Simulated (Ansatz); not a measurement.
Input and output for RbIr (CsCl type): DFT, PBE, all-electron LAPW, scalar-relativistic (Ansatz 0.2.0).

The cell comes from a relaxation on PAW files under the same functional, begun from a prototype that needn't be the stable phase.

Command: `ansatz run input.yaml --threads 1 --pin off --max-ram 2048MiB --backend cpu --events-out ev --progress --plain --runs-dir out` It took 27 s on 1 thread of Arm Neoverse V1, with other jobs on the host, peak memory 0.33 GiB.

```yaml
crystal:
  lattice:
    - [3.8079190921, 0.0, 0.0]
    - [0.0, 3.8079190921, 0.0]
    - [0.0, 0.0, 3.8079190921]
  atoms:
    - { symbol: Rb, position: [0.0, 0.0, 0.0] }
    - { symbol: Ir, position: [0.5, 0.5, 0.5] }
kpoints:
  mp_grid: { grid: [9, 9, 9] }
  band_path:
    path:
      - [0.0, 0.0, 0.0]
      - [0.0, 0.5, 0.0]
      - [0.5, 0.5, 0.0]
      - [0.0, 0.0, 0.0]
      - [0.5, 0.5, 0.5]
      - [0.0, 0.5, 0.0]
      - [0.5, 0.5, 0.5]
      - [0.5, 0.5, 0.0]
    npoints: 14
scf:
  occupations: { method: fermi_dirac, width: 0.05 }
hamiltonian:
  xc: pbe
  pseudopotentials: { kind: all_electron, lapw: { basis_error: 0.0005 } }
output:
  forces: true
  stress: true
  eigenvalues: true
  populations: true
  dos: { projected: true, de: 0.2, e_range: [-14, 8] }
```

Output:

```
Rb: projections on atomic orbitals take those of the free atom 1s2 2s2 2p6 3s2 3p6 3d10 4s2 4p6 5s1, of charge +0.00 (hamiltonian.pseudopotentials.projection_atoms)
Ir: projections on atomic orbitals take those of the free atom 1s2 2s2 2p6 3s2 3p6 3d10 4s2 4p6 4d10 4f14 5s2 5p6 5d7 6s2, of charge +0.00 (hamiltonian.pseudopotentials.projection_atoms)
LAPW: plane waves up to 6.606 Å⁻¹, error target 5.0e-4 eV per atom; small_component_spin mean_spin; Rb in spheres of 1.548 Å, 27 of its electrons in bands, Dirac shells []; Ir in spheres of 1.750 Å, 31 of its electrons in bands, Dirac shells [] (how accurate: hamiltonian.pseudopotentials.lapw.basis_error, Limitations)
Engine: ansatz 0.2.0
Pseudopotentials: kind: all_electron
Pseudopotential: Rb, LAPW, valence charge 27, lapw/all_electron/scalar/gaussian/Rb, Koelling and Harmon's equation, gaussian nucleus
Pseudopotential: Ir, LAPW, valence charge 31, lapw/all_electron/scalar/gaussian/Ir, Koelling and Harmon's equation, gaussian nucleus
Functional definition: PBE
  parameter kappa = 0.804
  parameter beta = 0.06672455060314922
  exchange = pbe_x(kappa = kappa, mu = beta*pi^2/3)
  correlation = pbe_c(beta = beta)
Crystal: 2 atoms, lattice volume = 55.216 Å³
Basis set: ecut = 166.2792022216696 eV, 257 PW (Γ), exchange–correlation at level 2
Bands: 35, of which v1, the nominal top of the filled ones, is band 29 counted from 1 (28 counted from 0)
Symmetry: 48 space group operations
Space group: Pm-3m (ITA 221), of the structure as read, at distance tolerance 3.8e-5 Å
k-points: 35 of 729
Non-local potential: Rb, projectors of the file, none
Non-local potential: Ir, projectors of the file, none
Initial density: superposition of atomic densities (chi_scale 0.1, normalization cell, long waves kept (reshape's long-wave potential 0.00 eV rms))
Initial wavefunctions: plane waves of lowest kinetic energy (no species holds an atomic orbital)
Functional: x = pbe(κ = 0.804, μ = 0.2195149727645171), c = pbe(β = 0.06672455060314922)
iter 1 solved again at ethr=8.61e-4 eV; its pass at ethr=1.00e-1 eV (dr2=4.99e-1 eV) is discarded
SCF iter   1: F=—  HF=-566145.250006 eV  |F-HF|=—  |Δ(HF+E_count)|=         —  Δρ=1.91e-2  dr2=4.99e-1  ethr=8.61e-4  ⟨swp⟩=2.3  Hψ=7351  notcnv=0
preconditioner: auto → LDOS  [metal: Δε(μ)=0.116 eV  Ē_g=9.818 eV  σ=0.050 eV  W_gap=0.42  n_scr=18 (ndim 8)  ℏωp=20.0 eV  f_vac=0.013  D(μ)=3.67/eV (n_scr^D=32)  β→1.0]
iter 2 solved again at ethr=7.15e-6 eV; its pass at ethr=8.60e-4 eV (dr2=4.15e-3 eV) is discarded
SCF iter   2: F=—  HF=-566145.057981 eV  |F-HF|=—  |Δ(HF+E_count)|=   1.92e-1  Δρ=4.02e-3  dr2=4.15e-3  ethr=7.15e-6  ⟨swp⟩=2.4  Hψ=6594  notcnv=0
SCF iter   3: F=—  HF=-566144.663634 eV  |F-HF|=—  |Δ(HF+E_count)|=   3.94e-1  Δρ=4.02e-3  dr2=2.28e-2  ethr=7.15e-6  ⟨swp⟩=3.0  Hψ=4221  notcnv=0
SCF iter   4: F=—  HF=-566144.664309 eV  |F-HF|=—  |Δ(HF+E_count)|=         —  Δρ=9.95e-4  dr2=1.35e-3  ethr=7.15e-6  ⟨swp⟩=2.9  Hψ=3875  notcnv=0
the basis was enlarged: its passes take 1.2 MiB over the memory plan, 1 of 1 planned eigensolver slots
SCF iter   5: F=—  HF=-566144.658720 eV  |F-HF|=—  |Δ(HF+E_count)|=   5.59e-3  Δρ=3.23e-4  dr2=6.49e-5  ethr=2.33e-6  ⟨swp⟩=2.0  Hψ=3726  notcnv=0
SCF iter   6: F=—  HF=-566144.658804 eV  |F-HF|=—  |Δ(HF+E_count)|=   8.43e-5  Δρ=1.05e-4  dr2=5.36e-6  ethr=1.12e-7  ⟨swp⟩=2.9  Hψ=3804  notcnv=0
SCF iter   7: F=—  HF=-566144.658814 eV  |F-HF|=—  |Δ(HF+E_count)|=   9.88e-6  Δρ=5.21e-5  dr2=7.34e-7  ethr=9.24e-9  ⟨swp⟩=2.5  Hψ=3743  notcnv=0
SCF iter   8: F=—  HF=-566144.658816 eV  |F-HF|=—  |Δ(HF+E_count)|=   2.14e-6  Δρ=1.50e-5  dr2=7.59e-8  ethr=1.27e-9  ⟨swp⟩=3.0  Hψ=3876  notcnv=0
SCF iter   9: F=-566144.658816 eV  HF=-566144.658816 eV  |F-HF|=2.44e-9  |Δ(HF+E_count)|=   1.04e-7  Δρ=2.22e-6  dr2=1.97e-9  ethr=1.31e-10  ⟨swp⟩=3.0  Hψ=3885  notcnv=0
SCF 1 converged in 9 iterations: F = -566144.658816 eV  dr2 = 1.97e-9
NSCF: frozen V_eff on 99 k-points
SCF converged after 9 iterations
Free energy (F): -566144.658816 eV
Harris-Foulkes:  -566144.658816 eV  (|F-HF|=2.44e-9)
Internal energy: -566144.598738 eV  (E = F + TS)
E sigma→0 (E₀):  -566144.628777 eV
Entropy (-TS):   -0.060079 eV (-30.039 meV/atom)
Fermi energy:    11.500295 eV
--- Per-component energies (eV) ---
  E_band       = -3542.160822
  E_kinetic    = 632222.479599
  E_xc         = -12218.472448
  E_electrostatic = -1186148.605889  (all electrons and nuclei)
  E_smearing   = -0.060079  (= −TS)
  E_closure    = 0.000000  (closes the sum)
  E_atoms      = -566138.442978  (free atoms, spherical and without spin; not in F)
  Σ components = -566144.658816   (vs F -566144.658816, Δ=0.00e0)
  Basis errors (estimates in eV, not in F): energy 1.7e-4 per atom: plane waves 1.5e-4 (1.1e-4 summed), levels above the bands 2.8e-87, relativity 2.8e-8, radial functions 1.7e-5, core shells 9.5e-8; eigenvalues (radial functions only) 1.8e-6; not estimated: angular momenta, meshes, grids; target (lapw.basis_error) 5.0e-4; muffin-tin radii Rb 1.548 Å, Ir 1.750 Å
--- Forces (eV/Å), atoms counted from 1 ---
  atom   1  Rb    -0.00000000     0.00000000    -0.00000000
  atom   2  Ir     0.00000000    -0.00000000     0.00000000
  max |Σ_I F_I| component: 1.77e-30 eV/Å
--- Stress (GPa, compression-positive) ---
       -0.015941       0.000000       0.000000
        0.000000      -0.015941       0.000000
        0.000000       0.000000      -0.015941
  P = ⅓ Tr σ = -0.0159 GPa (-0.159 kbar)
--- Band table (eV; the first three rows and the last of 35) ---
  k-point 0: bands = ["-279.9281", "-206.7997", "-206.7997", "-206.7997", "-85.9650", "-85.9650", "-85.9638", "-85.9638", "-85.9638", "-78.5961", "-43.0086", "-43.0086", "-43.0086", "-42.9650", "-42.9650", "-42.9650", "-42.9102", "-35.5191", "-35.5191", "-35.5191", "-14.1355", "1.9520", "1.9520", "1.9520", "8.1692", "10.0778", "10.0778", "11.4474", "11.4474", "11.4474", "17.9101", "17.9101", "20.1652", "20.1652", "20.1652"]
  k-point 1: bands = ["-279.9281", "-206.7997", "-206.7997", "-206.7997", "-85.9650", "-85.9650", "-85.9638", "-85.9638", "-85.9638", "-78.5961", "-43.0087", "-43.0086", "-43.0086", "-42.9650", "-42.9650", "-42.9650", "-42.9102", "-35.5199", "-35.5190", "-35.5190", "-14.1286", "1.8291", "1.9565", "1.9565", "8.3978", "10.1118", "10.1908", "11.4347", "11.4347", "11.4596", "17.6560", "17.8044", "19.6904", "19.6904", "19.8656"]
  k-point 2: bands = ["-279.9281", "-206.7997", "-206.7997", "-206.7997", "-85.9650", "-85.9650", "-85.9638", "-85.9638", "-85.9638", "-78.5960", "-43.0087", "-43.0086", "-43.0086", "-42.9650", "-42.9650", "-42.9650", "-42.9102", "-35.5219", "-35.5188", "-35.5188", "-14.1109", "1.5418", "1.9681", "1.9681", "9.0126", "10.2008", "10.4936", "11.4050", "11.4050", "11.4910", "16.4869", "17.5358", "18.8669", "18.8669", "20.1695"]
  k-point 34: bands = ["-279.9281", "-206.7997", "-206.7997", "-206.7997", "-85.9650", "-85.9650", "-85.9638", "-85.9638", "-85.9638", "-78.5958", "-43.0087", "-43.0087", "-43.0087", "-42.9650", "-42.9650", "-42.9650", "-42.9102", "-35.5247", "-35.5247", "-35.5247", "-13.9803", "1.3932", "1.3932", "1.3952", "11.0799", "11.1678", "11.1678", "11.8535", "11.8535", "12.7989", "14.0515", "14.0515", "15.1604", "22.2551", "22.2551"]
--- Löwdin populations: 2 sites ---
  site symbol       q [e]
     0     Rb     36.4034
     1     Ir     77.3917
  spilling = 0.001797 (of n_electrons = 114.000000)
```

populations.tsv:

```
# site	symbol	l	j	q
# orbitals = lowdin
# n_electrons = 114.000000
# spilling = 0.001797
# projection_atom_Rb: 1s2 2s2 2p6 3s2 3p6 3d10 4s2 4p6 5s1
# projection_atom_Ir: 1s2 2s2 2p6 3s2 3p6 3d10 4s2 4p6 4d10 4f14 5s2 5p6 5d7 6s2
0	Rb	0_1S	-	1.999998
0	Rb	0_2S	-	1.999913
0	Rb	0_3S	-	1.998324
0	Rb	0_4S	-	1.962200
0	Rb	0_5S	-	0.484773
0	Rb	1_2P	-	6.000000
0	Rb	1_3P	-	5.999950
0	Rb	1_4P	-	5.958267
0	Rb	2_3D	-	9.999993
1	Ir	0_1S	-	2.000000
1	Ir	0_2S	-	1.999989
1	Ir	0_3S	-	1.999863
1	Ir	0_4S	-	1.998677
1	Ir	0_5S	-	1.983884
1	Ir	0_6S	-	1.069394
1	Ir	1_2P	-	6.000000
1	Ir	1_3P	-	5.999999
1	Ir	1_4P	-	5.999954
1	Ir	1_5P	-	5.995017
1	Ir	2_3D	-	10.000000
1	Ir	2_4D	-	9.999999
1	Ir	2_5D	-	8.344967
1	Ir	3_4F	-	13.999992
```

Next run (cell and atoms relaxed), as changes to the input before:

```diff
   mp_grid: { grid: [9, 9, 9] }
-  band_path:
-    path:
-      - [0.0, 0.0, 0.0]
-      - [0.0, 0.5, 0.0]
-      - [0.5, 0.5, 0.0]
-      - [0.0, 0.0, 0.0]
-      - [0.5, 0.5, 0.5]
-      - [0.0, 0.5, 0.0]
-      - [0.5, 0.5, 0.5]
-      - [0.5, 0.5, 0.0]
-    npoints: 14
 scf:
   eigenvalues: true
-  populations: true
-  dos: { projected: true, de: 0.2, e_range: [-14, 8] }
+relax:
+  f_tol: 0.005
+  max_steps: 12
+  cell: {}
```

Command: `ansatz run input.yaml --threads 1 --pin off --max-ram 2048MiB --backend cpu --events-out ev --progress --plain --runs-dir out` It took 22 s on 1 thread of Arm Neoverse V1, on a shared host, peak memory 0.34 GiB.

Results part of the output:

```
basis re-selected at this cell: Δ(F+E_penalty+E_count) = +5.239e-9 eV, ΔP = -0.000 GPa vs the last step (what re-selecting the basis moved, after the strain that the cell walked since its last selection, with what the two solves' SCF thresholds leave and, on support functions, any second-order correction that the steps lacked; it is no measure of the basis error at this ecutwfc). This SCF's stress stands 1.59e-2 GPa from its target on what of the cell is left free (relax.cell.stress_tol is 5.00e-2 GPa) and its largest allowed force component is 1.61e-30 eV/Å (relax.f_tol is 5.00e-3 eV/Å): within both
SCF converged after 2 iterations
Free energy (F): -566144.658772 eV
Harris-Foulkes:  -566144.658772 eV  (|F-HF|=3.49e-9)
Internal energy: -566144.598694 eV  (E = F + TS)
E sigma→0 (E₀):  -566144.628733 eV
Entropy (-TS):   -0.060078 eV (-30.039 meV/atom)
Fermi energy:    11.500357 eV
--- Per-component energies (eV) ---
  E_band       = -3542.157915
  E_kinetic    = 632222.455766
  E_xc         = -12218.471168
  E_electrostatic = -1186148.583292  (all electrons and nuclei)
  E_smearing   = -0.060078  (= −TS)
  E_closure    = 0.000000  (closes the sum)
  E_atoms      = -566138.442978  (free atoms, spherical and without spin; not in F)
  Σ components = -566144.658772   (vs F -566144.658772, Δ=0.00e0)
  Basis errors (estimates in eV, not in F): energy 1.9e-4 per atom: plane waves 1.7e-4 (8.8e-5 summed), levels above the bands 2.8e-87, relativity 3.8e-8, radial functions 1.5e-5, core shells 2.3e-7; eigenvalues (radial functions only) 9.7e-7; not estimated: angular momenta, meshes, grids; target (lapw.basis_error) 5.0e-4; muffin-tin radii Rb 1.500 Å, Ir 1.699 Å
[... lines left out ...]
       -0.015880       0.000000       0.000000
        0.000000      -0.015880       0.000000
        0.000000       0.000000      -0.015880
  P = ⅓ Tr σ = -0.0159 GPa (-0.159 kbar)
--- Band table (eV; the first three rows and the last of 35) ---
  k-point 0: bands = ["-279.9282", "-206.7998", "-206.7998", "-206.7998", "-85.9651", "-85.9651", "-85.9639", "-85.9639", "-85.9639", "-78.5959", "-43.0084", "-43.0084", "-43.0084", "-42.9648", "-42.9648", "-42.9648", "-42.9100", "-35.5189", "-35.5189", "-35.5189", "-14.1355", "1.9520", "1.9520", "1.9520", "8.1693", "10.0779", "10.0779", "11.4474", "11.4474", "11.4474", "17.9101", "17.9101", "20.1652", "20.1652", "20.1652"]
  k-point 1: bands = ["-279.9282", "-206.7998", "-206.7998", "-206.7998", "-85.9651", "-85.9651", "-85.9639", "-85.9639", "-85.9639", "-78.5959", "-43.0084", "-43.0084", "-43.0084", "-42.9648", "-42.9648", "-42.9648", "-42.9100", "-35.5197", "-35.5189", "-35.5189", "-14.1286", "1.8291", "1.9565", "1.9565", "8.3978", "10.1119", "10.1909", "11.4347", "11.4347", "11.4597", "17.6560", "17.8045", "19.6904", "19.6904", "19.8656"]
  k-point 2: bands = ["-279.9282", "-206.7998", "-206.7998", "-206.7998", "-85.9651", "-85.9651", "-85.9639", "-85.9639", "-85.9639", "-78.5959", "-43.0084", "-43.0084", "-43.0084", "-42.9648", "-42.9648", "-42.9648", "-42.9100", "-35.5218", "-35.5187", "-35.5187", "-14.1109", "1.5417", "1.9681", "1.9681", "9.0126", "10.2009", "10.4937", "11.4050", "11.4050", "11.4911", "16.4869", "17.5359", "18.8669", "18.8669", "20.1696"]
  k-point 34: bands = ["-279.9282", "-206.7998", "-206.7998", "-206.7998", "-85.9650", "-85.9650", "-85.9639", "-85.9639", "-85.9639", "-78.5957", "-43.0085", "-43.0085", "-43.0085", "-42.9648", "-42.9648", "-42.9648", "-42.9100", "-35.5246", "-35.5246", "-35.5246", "-13.9803", "1.3932", "1.3932", "1.3951", "11.0799", "11.1679", "11.1679", "11.8536", "11.8536", "12.7989", "14.0515", "14.0515", "15.1604", "22.2551", "22.2551"]
--- Relaxed structure (1 steps of the walk, 1 accepted, 1 SCFs on fresh bases) ---
  F+E_penalty+E_count = -566144.65877160 eV   max|allowed force component| = 1.611e-30 eV/Å   (the final SCF, on the basis selected at the relaxed cell)
  cell:  # Å, volume = 55.2158 Å³
    - [3.8079190921, 0.0, 0.0]
    - [0.0, 3.8079190921, 0.0]
    - [0.0, 0.0, 3.8079190921]
  atoms:
    - { symbol: Rb, position: [0.0, 0.0, 0.0] }
    - { symbol: Ir, position: [0.5, 0.5, 0.5] }
```

Next run (no relativity), as changes to the input before:

```diff
   mp_grid: { grid: [9, 9, 9] }
+  band_path:
+    path:
+      - [0.0, 0.0, 0.0]
+      - [0.0, 0.5, 0.0]
+      - [0.5, 0.5, 0.0]
+      - [0.0, 0.0, 0.0]
+      - [0.5, 0.5, 0.5]
+      - [0.0, 0.5, 0.0]
+      - [0.5, 0.5, 0.5]
+      - [0.5, 0.5, 0.0]
+    npoints: 8
 scf:
   xc: pbe
-  pseudopotentials: { kind: all_electron, lapw: { basis_error: 0.0005 } }
+  pseudopotentials:
+    kind: all_electron
+    lapw: { basis_error: 0.0005 }
+    relativity: none
 output:
   eigenvalues: true
-relax:
-  f_tol: 0.005
-  max_steps: 12
-  cell: {}
+  populations: true
```

Command: `ansatz run input.yaml --threads 1 --pin off --max-ram 2048MiB --backend cpu --events-out ev --progress --plain --runs-dir out` It took 24 s on 1 thread of Arm Neoverse V1, on a shared host, peak memory 0.32 GiB.

Results part of the output:

```
SCF 1 converged in 12 iterations: F = -537420.107687 eV  dr2 = 1.60e-8
NSCF: frozen V_eff on 57 k-points
SCF converged after 12 iterations
Free energy (F): -537420.107687 eV
Harris-Foulkes:  -537420.107687 eV  (|F-HF|=3.84e-8)
Internal energy: -537420.087588 eV  (E = F + TS)
E sigma→0 (E₀):  -537420.097638 eV
Entropy (-TS):   -0.020099 eV (-10.049 meV/atom)
Fermi energy:    12.159407 eV
--- Per-component energies (eV) ---
  E_band       = -3569.450272
  E_kinetic    = 537260.252700
  E_xc         = -11623.405270
  E_electrostatic = -1063056.935018  (all electrons and nuclei)
  E_smearing   = -0.020099  (= −TS)
  E_closure    = 0.000000  (closes the sum)
  E_atoms      = -537410.930300  (free atoms, spherical and without spin; not in F)
  Σ components = -537420.107687   (vs F -537420.107687, Δ=0.00e0)
  Basis errors (estimates in eV, not in F): energy 1.7e-4 per atom: plane waves 1.5e-4 (1.1e-4 summed), levels above the bands 6.1e-83, relativity 0.0e0, radial functions 1.8e-5, core shells 8.7e-8; eigenvalues (radial functions only) 1.7e-6; not estimated: angular momenta, meshes, grids; target (lapw.basis_error) 5.0e-4; muffin-tin radii Rb 1.548 Å, Ir 1.750 Å
--- Forces (eV/Å), atoms counted from 1 ---
  atom   1  Rb    -0.00000000    -0.00000000    -0.00000000
  atom   2  Ir     0.00000000     0.00000000     0.00000000
  max |Σ_I F_I| component: 3.42e-30 eV/Å
--- Stress (GPa, compression-positive) ---
        0.111932       0.000000       0.000000
        0.000000       0.111932       0.000000
        0.000000       0.000000       0.111932
  P = ⅓ Tr σ = 0.1119 GPa (1.119 kbar)
--- Band table (eV; the first three rows and the last of 35) ---
  k-point 0: bands = ["-269.2091", "-204.6948", "-204.6948", "-204.6948", "-88.4597", "-88.4597", "-88.4586", "-88.4586", "-88.4586", "-56.9518", "-51.9010", "-51.9010", "-51.9010", "-51.8706", "-51.8706", "-51.8706", "-51.8325", "-29.2215", "-29.2215", "-29.2215", "-13.1663", "1.8199", "1.8199", "1.8199", "9.9391", "10.4993", "10.4993", "11.9151", "11.9151", "11.9151", "17.7890", "17.7890", "21.0903", "21.0903", "21.0903"]
  k-point 1: bands = ["-269.2091", "-204.6948", "-204.6948", "-204.6948", "-88.4597", "-88.4597", "-88.4586", "-88.4586", "-88.4586", "-56.9517", "-51.9010", "-51.9010", "-51.9010", "-51.8706", "-51.8706", "-51.8706", "-51.8325", "-29.2230", "-29.2214", "-29.2214", "-13.1583", "1.7122", "1.8240", "1.8240", "10.1540", "10.5376", "10.6179", "11.9018", "11.9018", "11.9286", "17.6778", "17.7219", "20.3067", "20.3067", "20.7693"]
  k-point 2: bands = ["-269.2091", "-204.6948", "-204.6948", "-204.6948", "-88.4597", "-88.4597", "-88.4586", "-88.4586", "-88.4586", "-56.9515", "-51.9011", "-51.9010", "-51.9010", "-51.8706", "-51.8706", "-51.8706", "-51.8325", "-29.2270", "-29.2211", "-29.2211", "-13.1381", "1.4551", "1.8345", "1.8345", "10.6384", "10.7186", "10.9542", "11.8709", "11.8709", "11.9633", "17.1427", "17.3948", "19.2974", "19.2974", "20.6775"]
  k-point 34: bands = ["-269.2091", "-204.6948", "-204.6948", "-204.6948", "-88.4597", "-88.4597", "-88.4586", "-88.4586", "-88.4586", "-56.9502", "-51.9011", "-51.9011", "-51.9011", "-51.8706", "-51.8706", "-51.8706", "-51.8325", "-29.2320", "-29.2320", "-29.2320", "-12.9883", "1.2632", "1.2632", "1.2664", "11.5275", "11.6123", "11.6123", "12.3425", "12.3425", "14.1515", "14.5826", "14.5826", "17.9676", "22.1807", "22.1807"]
--- Löwdin populations: 2 sites ---
  site symbol       q [e]
     0     Rb     36.3184
     1     Ir     77.3955
  spilling = 0.002510 (of n_electrons = 114.000000)
```
